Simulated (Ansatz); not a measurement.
The start is a generated cell, TiSi2 built in the fluorite structure type. Cell shape, volume and atoms are optimised at zero target pressure with PBEsol (plane waves to 420 eV, PAW, scalar-relativistic; Ansatz, a first-principles code). The first steps use a coarse 7×7×7 k-mesh.

Initial structure:
```
TiSi2
1.0
    0.00000     3.07677     3.07677
    3.07677     0.00000     3.07677
    3.07677     3.07677     0.00000
Ti Si
1 2
Direct
  0.00000   0.00000   0.00000
  0.25000   0.25000   0.25000
  0.75000   0.75000   0.75000
```

- Outcome: The space group stays Fm-3m (No. 225) (the run could not lower it); the end is fluorite type, with 3 atoms in the primitive cell
- Energy released: 0.09 eV/atom
- Band gap at the end: no gap (metallic)
- Optimiser moves: 4

Final values are on a 14×14×14 k-mesh of the relaxed cell. No spin polarisation in the result. A magnetic state may lie lower.

The run could not lose the symmetry of its start: the end is stationary, and may be a saddle point rather than a minimum.

All atoms sit on sites fixed by symmetry, so only the cell could relax.

The relaxed structure here is a generated cell of TiSi2: the first start was made by placing the elements on the sites of a structure type, and the end was not matched to a known phase here, so it may be hypothetical. Known forms of TiSi2 include space group No. 63, 70.
